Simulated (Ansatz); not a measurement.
SnC:
```yaml
crystal:
  lattice:
    - [0.00000, 2.37110, 2.37110]
    - [2.37110, 0.00000, 2.37110]
    - [2.37110, 2.37110, 0.00000]
  atoms:
    - { symbol: C, position: [0.00000, 0.00000, 0.00000] }
    - { symbol: Sn, position: [0.50000, 0.50000, 0.50000] }
```

Relaxed with PBEsol. Special points in fractions of this cell's reciprocal vectors: Γ (0.000, 0.000, 0.000); X (0.500, 0.000, 0.500); U (0.625, 0.250, 0.625); K (0.375, 0.375, 0.750); L (0.500, 0.500, 0.500); W (0.500, 0.250, 0.750).

Problem. List the band energies nearest the Fermi level at these points for the program Ansatz at the PBEsol with spin–orbit coupling level (PAW).

Solution. In eV from the Fermi level; about four levels below and three above (degenerate sets whole), none deeper than 8.9 eV; points with the same levels are listed once.

| k | below | above |
|---|---|---|
| Γ | -0.49 -0.49 -0.49 -0.49 | 1.43 1.43 9.81 9.81 |
| X | -3.16 -3.16 -2.61 -2.61 | 4.81 4.81 9.65 9.65 |
| U | -6.23 -6.23 -2.34 -2.34 | 0.42 0.42 6.40 6.40 |
| L | – | 0.03 0.03 0.06 0.06 |
| W | -5.60 -5.60 -5.40 -5.40 | 3.07 3.07 6.13 6.13 |

Space group Fm-3m (rock salt). The cell is a constructed one: a structure type filled with these elements; neither database checked (COD, Materials Project) lists it. Whether it is the stable phase at ambient conditions was not checked. Symmetry was held in the PBEsol relaxation; whether a distortion lowers the energy is not shown.

Potentials: the later of the program's two PAW sets.
